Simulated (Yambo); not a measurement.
```
CELL_PARAMETERS angstrom
      4.12505     0.00000     0.00000
     -2.06253     3.57240     0.00000
      0.00000     0.00000     6.70923
ATOMIC_POSITIONS crystal
  S  0.66667 0.33333 0.87681
  S  0.33333 0.66667 0.37681
  Cd 0.66667 0.33333 0.50019
  Cd 0.33333 0.66667 0.00019
```

CdS (wurtzite, space group P6_3mc, No. 186): mean Im ε in 1 eV windows above the direct gap of 2.19 eV, for different electron-hole kernels (Yambo, broadening 0.15 eV, PBEsol (Quantum ESPRESSO, PseudoDojo norm-conserving, 102 Ry, with spin-orbit coupling) bands; 6×6×2 mesh, 12 valence and 10 conduction bands, static screening with 126 bands and a 4 Ry block, scissor 1.11 eV, Tamm-Dancoff; field along x).

```json
[
 {"window (eV)": "2.2 to 3.2", "independent quasiparticles": "2.1", "RPA (no attraction)": "2.2", "BSE": "1.6"},
 {"window (eV)": "3.2 to 4.2", "independent quasiparticles": "2.1", "RPA (no attraction)": "2.0", "BSE": "4.1"},
 {"window (eV)": "4.2 to 5.2", "independent quasiparticles": "3.3", "RPA (no attraction)": "2.9", "BSE": "6.8"},
 {"window (eV)": "5.2 to 6.2", "independent quasiparticles": "7.0", "RPA (no attraction)": "6.3", "BSE": "5.8"},
 {"window (eV)": "6.2 to 7.2", "independent quasiparticles": "6.3", "RPA (no attraction)": "5.6", "BSE": "4.6"}
]
```

This run doesn't resolve bound excitons or single peaks, so only averages are given, and they too depend on the mesh; weight that the attraction moves below the gap isn't listed. All transitions below 8.11 eV are in the band window. The scissor comes from a G0W0 run whose convergence isn't established.

Geometry relaxed with PBEsol.
